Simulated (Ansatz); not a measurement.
The cell below belongs to a search over invented structures; it isn't taken from experiment.

Input and command of a plane-wave DFT calculation in Ansatz:

```yaml
crystal:
  lattice:
    - [7.2714042894, 0.0, 0.0]
    - [-3.6357021447, 6.2972208358, 0.0]
    - [0.0, 0.0, 4.6396336148]
  atoms:
    - { symbol: In, position: [0.0, 0.0, 0.5] }
    - { symbol: Se, position: [0.3586429655, 0.1793214828, 0.1487107179] }
    - { symbol: Se, position: [0.3333333333, 0.6666666667, 0.4229786292] }
    - { symbol: Se, position: [0.8206785172, 0.1793214828, 0.1487107179] }
    - { symbol: Se, position: [0.8206785172, 0.6413570345, 0.1487107179] }
    - { symbol: Se, position: [0.1793214828, 0.3586429655, 0.8512892821] }
    - { symbol: Se, position: [0.1793214828, 0.8206785172, 0.8512892821] }
    - { symbol: Se, position: [0.6666666667, 0.3333333333, 0.5770213708] }
    - { symbol: Se, position: [0.6413570345, 0.8206785172, 0.8512892821] }
basis:
  ecutwfc: 420
kpoints:
  mp_grid: { grid: [6, 6, 8] }
hamiltonian:
  xc: pbe
  dispersion: d3bj
scf:
  occupations: { method: gaussian, width: 0.1 }
output:
  forces: true
  stress: true
  eigenvalues: true
  write_density: true
  write_potential: true
  elf: true
  volumetric_format: npy
relax:
  adjacent_minimum: "off"
  f_tol: 0.01
  max_steps: 80
  cell: { stress_tol: 0.05 }
```

```bash
ansatz run input.yaml --threads 1 --pin off --max-ram 2560MiB --backend cpu --events-out ev --progress --plain --runs-dir out
```

Processor: Arm Neoverse V2, 1 thread, on a host shared with other jobs.

Problem. How long does it run, and how much memory does it take?

Solution. About 5.2 min, peak memory 0.82 GiB. It solves 85 bands at 44 k points (after reduction by symmetry) with about 4155 plane waves (on the last cell), in 40 SCF iterations over 6 ionic steps.
